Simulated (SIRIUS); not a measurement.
A self-consistent single point of InSe (P1, 4 atoms in the cell; from Materials Project mp-21405, changed as shown) with SIRIUS.

Level of theory: LDA (PW92), FP-LAPW (LAPW with two local orbitals a valence shell; core below -3 Ha), all-electron full potential with ZORA scalar-relativistic valence and Dirac core (SIRIUS 7.12.0).

The change in words: atoms moved at random; unit_cell.atom_type_rmt: {In: 2.4, Se: 2.38} bohr → {In: 2.4, Se: 2.35} bohr. Reference geometry (C2/m):
```
InSe
1.0
    5.82639    -2.05465     0.00000
    5.82639     2.05465     0.00000
   -1.72323     0.00000     4.77135
In Se
2 2
Direct
  0.11180   0.11180   0.95316
  0.88820   0.88820   0.04684
  0.33907   0.33907   0.33104
  0.66093   0.66093   0.66896
```

Reference input (self-consistent single point, DFT, LDA (PW92), FP-LAPW (LAPW with two local orbitals a valence shell; core below -3 Ha), all-electron full potential with ZORA scalar-relativistic valence and Dirac core): parameters.ngridk = 6 6 4; basis = LAPW with two local orbitals a valence shell, core below -3 Ha; unit_cell.atom_type_rmt = {In: 2.4, Se: 2.38} bohr; parameters.xc_functionals = [XC_LDA_X, XC_LDA_C_PW]; parameters.aw_cutoff = 7; parameters.pw_cutoff = 20 1/bohr; parameters.smearing = fermi_dirac; parameters.smearing_width = 0.000367493 Ha; parameters.electronic_structure_method = full_potential_lapwlo; parameters.lmax_apw = 8; parameters.lmax_rho = 8; parameters.lmax_pot = 8. This run's input differs from it in these lines:

```diff
@@ -48,3 +48,3 @@
       "In": 2.4,
-      "Se": 2.38
+      "Se": 2.35
     },
@@ -52,8 +52,8 @@
       "In": [
-        [0.1118, 0.1118, 0.95316],
-        [0.8882, 0.8882, 0.04684]
+        [0.110922, 0.108355, 0.956207],
+        [0.875603, 0.897957, 0.045562]
       ],
       "Se": [
-        [0.33907, 0.33907, 0.33104],
-        [0.66093, 0.66093, 0.66896]
+        [0.34648, 0.334973, 0.324572],
+        [0.666995, 0.658715, 0.673659]
       ]
```

Output (repeated stretches shortened):

```
[find] density tolerance         : 1e-06
[find] total energy tolerance    : 1e-07
[find] iter_solver_tol (initial) : 0.01
[find] iter_solver_tol (target)  : 1e-13
[find] num_dft_iter              : 100
Charges and magnetic moments
--------------------------------------------------------------------------------
atom      charge    core leakage
--------------------------------------------------------------------------------
   0   47.055608    0.000000e+00
   1   47.078883    0.000000e+00
   2   32.187469    0.000000e+00
   3   32.182179    0.000000e+00

total core leakage    : 0.00000000e+00
interstitial charge   : 7.495862
   [... lines left out ...]
[find]    3   32.330093    8.306571e-05
[find] total core leakage    : 9.78352894e-04
[find] interstitial charge   : 7.520055
[find] total charge          : 165.999019
[find] Energy
[find] smearing (-TS)                 :      -0.00000000
[find] Total energy                   :  -16610.41927513 (Ha),  -33220.83855027 (Ry)
[find] Free energy (E-TS)             :  -16610.41927513 (Ha),  -33220.83855027 (Ry)
[find] band gap (eV)                  :       1.08764314
[find] Efermi                         :       0.12449176
[find] iteration : 12, RMS (target) : 3.9669e-07 (1.0000e-06) , energy difference (target) : 9.3496e-10 (1.0000e-07)
[find] converged after 13 SCF iterations!
Warning in function "check_num_electrons" at src/density/density.cpp:1179
wrong number of electrons
  obtained value : 165.999
  target value : 166
  difference : 0.000981228
  total core leakage : 0.000978353
    atom class : 0, core leakage : 0.000405615
    atom class : 1, core leakage : 0.000406535
    atom class : 2, core leakage : 8.31369e-05
    atom class : 3, core leakage : 8.30657e-05
[find] Charges and magnetic moments
[find] atom      charge    core leakage
[find]    0   46.893947    4.056149e-04
[find]    1   46.916482    4.065354e-04
[find]    2   32.338442    8.313691e-05
[find]    3   32.330093    8.306571e-05
[find] total core leakage    : 9.78352894e-04
[find] interstitial charge   : 7.520055
[find] total charge          : 165.999019
[find] Energy
   [... lines left out ...]
[find] Free energy (E-TS)             :  -16610.41927513 (Ha),  -33220.83855027 (Ry)
[find] band gap (eV)                  :       1.08764314
   [... lines left out ...]
[find] Efermi                         :       0.12449176
[ground_state] ==== total Forces in Ha/bohr =====
[ground_state] atom:    0, force:       0.0048552     -0.0007193     -0.0012857
[ground_state] atom:    1, force:       0.0014831     -0.0062039     -0.0011599
[ground_state] atom:    2, force:      -0.0030640      0.0059802      0.0026939
[ground_state] atom:    3, force:      -0.0032708      0.0009382     -0.0002494
```

The run converged in 13 iterations. Against the reference run the largest force goes from 0.100 to 0.372 eV/Å and the gap on the mesh goes from 1.021 to 1.088 eV.

The structure comes from a collection of computed structures, made at another level of theory; the collection holds predicted forms beside known ones. Values depend on the basis (sphere radii, cutoffs, local orbitals), which need not be converged.

Cost on one core: roughly 2.0 core-minutes.

The gap that the log prints is read on the run's mesh, which can miss the band edges or a crossing.
